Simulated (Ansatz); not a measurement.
A structure of KTaO$_{3}$ relaxed with PBEsol (plane waves to 420 eV, PAW, scalar-relativistic; Ansatz, a quantum-chemistry and plane-wave program); single points at other levels follow on the same geometry (Ansatz, PAW; HSE06 at 420 eV on a 6×6×6 k-mesh; no spin-orbit coupling). Space group Pm-3m (No. 221).

```
KTaO3
1.0
    3.98533     0.00000     0.00000
    0.00000     3.98533     0.00000
    0.00000     0.00000     3.98533
K O Ta
1 3 1
Cartesian
  1.99266   1.99266   1.99266
  0.00000   0.00000   1.99266
  1.99266   0.00000   0.00000
  0.00000   1.99266   0.00000
  0.00000   0.00000   0.00000
```

```csv
level,gap (eV),kind,conduction minimum
PBEsol,2.14,indirect,Γ
HSE06,[?],–,[?]
```

Question: What belongs in the gaps?

Answer: 
- HSE06, gap (eV): 3.59
- HSE06, conduction minimum: Γ

HSE06 gaps come from a coarse mesh plus a few chosen points, so they may be too large. No spin polarisation in the result.

The run could not lose the symmetry of its start.
